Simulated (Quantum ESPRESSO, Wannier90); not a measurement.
**Wannier functions of GaSe (R3m)**

```yaml
crystal:
  lattice:
    - [-1.88709, 3.26854, 0.00000]
    - [-3.77418, 0.00000, 0.00000]
    - [-1.88709, 1.08951, 8.70470]
  atoms:
    - { symbol: Ga, position: [0.95319, 0.95319, 0.14043] }
    - { symbol: Ga, position: [0.04646, 0.04646, 0.86061] }
    - { symbol: Se, position: [0.24233, 0.24233, 0.27300] }
    - { symbol: Se, position: [0.42403, 0.42403, 0.72792] }
```

Materials Project entry mp-11342; symmetrised, unrelaxed at this level. Not found in the COD (Crystallography Open Database) copy used, which has the formula in other groups; not checked further. Computed values, not measurements, from LDA: Quantum ESPRESSO (norm-conserving PseudoDojo potentials, cutoff 69 Ry, no spin polarisation, no spin-orbit coupling) on a Γ-centred 4×4×4 mesh, then Wannier90. Density: 10×10×10 mesh, cold smearing 0.01 Ry. The cell is built of weakly bound layers, chains or molecules, whose nearest atoms lie 4.52 Å apart. Database cells relaxed without dispersion often hold them too far apart, which can enlarge gaps and weakens couplings between them; spacing and stacking were not compared with the measured crystal. Spin-orbit coupling, left out, would split the p-like bands by a few tenths of an eV.

Functional, cutoff and mesh named above are those of the base row (4×4×4); the first column says what each row takes instead. Model: 9 functions from bands 21-29, start SCDM (isolated) (the valence bands). Energies are relative to the valence-band maximum; the misfit is to pw.x on a path, for all bands of the set. Only the mesh of Bloch states changes. Ω_total can sit in another minimum from row to row; Ω_I of an isolated set cannot.

| mesh | Ω_I (Å²) | Ω_total (Å²) | rms misfit (meV) | k-points (cost) | rough cost of nscf and overlaps (first row = 1) |
|---|---|---|---|---|---|
| 2×2×2 | 11.58 | 13.27 | 308 | 8 | 1.0 |
| 3×3×3 | 13.89 | 15.47 | 136 | 27 | 3 |
| 4×4×4 | ___ | 16.66 | 51 | 64 | 6 |
| 5×5×5 | 16.03 | 17.51 | 36 | 125 | 9 |

### Question
Complete the blanks.

### Answer

- 4×4×4, Ω_I (Å²): 15.16
